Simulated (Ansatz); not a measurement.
# Course of a relaxation: ZnSn3N2

A trial structure of ZnSn3N2 was built thus: random cell by space group and Wyckoff sites (R-3m, No. 166). Lengths were set from tabulated atomic sizes, so they are only a guess.

```
CELL_PARAMETERS angstrom
3.47155 2.00430 3.12263
-3.47155 2.00430 3.12263
0.00000 -4.00860 3.12263
ATOMIC_POSITIONS crystal
Zn 0.00000 0.00000 0.00000
Sn 0.00000 0.50000 0.50000
Sn 0.50000 0.00000 0.50000
Sn 0.50000 0.50000 0.00000
N 0.23967 0.23967 0.23967
N 0.76033 0.76033 0.76033
```

Computed with DFT PBE, scalar-relativistic, plane waves, PAW in Ansatz. Cutoff 420 eV, Gaussian smearing, Γ-centred meshes. Cell and atoms relax first on a coarse mesh and then on a finer one. In between, the cell is made exact in the group found at 0.06 Å. In metals the finer mesh still leaves noise of several meV/atom or more. The steps can't lower the symmetry of their start. No spin polarisation.

Steps on the 3×3×3 mesh (6 atoms, 11 steps). The free energy counts from the last step; some steps are skipped; the plane-wave basis is renewed at times, which shifts energy and pressure.

```csv
step,ΔF (meV/atom),V (Å³/atom),P (GPa),largest force component (eV/Å)
1,371.0,21.73,-2.29,1.790
2,242.2,20.99,-1.34,1.777
3,140.2,20.97,-1.51,1.441
4,66.6,20.29,2.37,0.841
5,20.7,20.86,-0.50,0.498
7,10.4,20.60,-0.43,0.145
8,8.7,20.36,0.03,0.015
9,0.3,20.36,0.43,0.013
10,0.1,20.49,-0.02,0.005
11,0.0,20.49,-0.01,0.005
```

The relaxed structure, after a last relaxation on the converged mesh:

```yaml
crystal:
  lattice:
    - [3.84965, 2.22260, 2.37289]
    - [-3.84965, 2.22260, 2.37289]
    - [0.00000, -4.44519, 2.37289]
  atoms:
    - { symbol: Zn, position: [0.00000, 0.00000, 0.00000] }
    - { symbol: Sn, position: [0.00000, 0.50000, 0.50000] }
    - { symbol: Sn, position: [0.50000, 0.00000, 0.50000] }
    - { symbol: Sn, position: [0.50000, 0.50000, 0.00000] }
    - { symbol: N, position: [0.25851, 0.25851, 0.25851] }
    - { symbol: N, position: [0.74149, 0.74149, 0.74149] }
```

The symmetry stays R-3m (No. 166). The volume per atom shrinks by 6.6 %, from 21.7 to 20.3 Å³. The shortest distance goes from 2.19 Å (Sn–N) to 1.84 Å (Zn–N). The ratio c/a of the conventional cell changes by a factor of 0.69. The energy falls by about 0.41 eV/atom (the start's value is from the coarse mesh). Around Zn lie 2 N at 1.84 Å; Sn has 2 N at 2.29 Å; N has 1 Zn at 1.84 Å and 3 Sn at 2.29 Å.

- Volume per atom: 20.30 Å³
- Density: 6.13 g/cm³
- Energy over the elements: +0.51 eV/atom
- Gap on the 12×12×12 mesh of the 6-atom cell: 0 eV (a metal)

Formation energies are uncorrected and refer to the elements' standard structures at the same level (N₂ as a molecule). The references include grey tin.

The last run used Gaussian smearing of 0.10 eV. A structure relaxed within its symmetry needn't be a true minimum. In all, the 4 runs took 4.8 min on 1 thread of Intel(R) Xeon(R) Platinum 8259CL CPU @ 2.50GHz (Skylake/Cascade Lake), on a shared host. Another cell of ZnSn3N2 relaxed alike, in P-6m2, lies 108 meV/atom lower, so this cell isn't the stable form at this level.
